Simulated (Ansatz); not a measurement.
Relaxed-ion elastic tensor of LiPd in space group P-6m2 (No. 187; Pd on 1b, Li on 1e) in GPa (Voigt order), PBEsol (plane waves, PAW; program Ansatz); density 6.97 g/cm³, 13.49 Å³ per atom.

```
 190  91.4  39.2   0.0   0.0   0.0
91.4   190  39.2   0.0   0.0   0.0
39.2  39.2   136   0.0   0.0   0.0
 0.0   0.0   0.0  22.9   0.0   0.0
 0.0   0.0   0.0   0.0  22.9   0.0
 0.0   0.0   0.0   0.0   0.0  49.4
```

Task: Is the crystal mechanically stable?

Result: Yes: the smallest eigenvalue of C is 22.9 GPa.

Task: Work out the Voigt, Reuss and Hill averages.

Result: K_V = 95.1, K_R = 88.8, K_H = 91.9; G_V = 42.2, G_R = 34.7, G_H = 38.4 GPa.

Task: Give Young's modulus, Poisson's ratio, Pugh's ratio and the universal anisotropy index.

Result: E = 9KG/(3K + G) = 101 GPa; ν = 0.32; K/G = 2.39 (ductile by the Pugh limit of 1.75); A_U = 5G_V/G_R + K_V/K_R − 6 = 1.14.

Task: Estimate the sound speeds and the Debye temperature.

Result: v_l = √((K + 4G/3)/ρ) = 4530 m/s, v_t = √(G/ρ) = 2350 m/s, mean 2630 m/s; Θ = (h/k)(3n/4πV)^(1/3) v_m = 329 K.

Task: Solve the Christoffel equation for the three sound speeds along x, y, z.

Result: Eigenvalues of C_ijkl n_j n_l equal ρv². In km/s, slowest first: x 1.81, 2.66, 5.22; y 1.81, 2.66, 5.22; z 1.81, 1.81, 4.42.

Task: How much does each axis shrink under pressure?

Result: Linear compressibilities β_i = Σ_j S_ij (j = 1 to 3): x 2.8, y 2.8, z 5.8 per TPa.

The workflow started from an entry of the Crystallography Open Database (COD), which files this formula under 2 space groups. Whether it is the stable phase at ambient conditions was not checked. The PBEsol relaxation kept the symmetry of its start; its stability against distortions is not shown here. No spin polarisation was allowed. As this level gives no gap, shear constants depend on the k-mesh and smearing (Fermi–Dirac, 0.1 eV here).

Potentials: the later of the program's two PAW sets.
